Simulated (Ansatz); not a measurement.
NaF (rock salt), relaxed and computed with several functionals in Ansatz (plane waves, PAW). Much of their spread follows the volume that each gives.

```tsv
functional	V (Å³/atom)	K_Hill (GPa)
PBEsol	12.40	?
LDA	11.41	61.0
r²SCAN	12.12	54.4
PBE	12.99	44.8
```

Problem. Fit a straight line to ln K against ln V and predict the withheld value.

Solution. Least squares on the 3 shown rows: ln K = -2.39 × ln V + (9.940), with a scatter of 1 %. For PBEsol this gives 50.5. The run itself gave 48.5, outside the scatter: the line misses something about this case.

All cells were relaxed under the symmetry of their starts (and spin orders); stability against distortions was not tested throughout.

Potentials: the later of the program's two PAW sets.

Ansatz (a first-principles code) is a plane-wave DFT program.
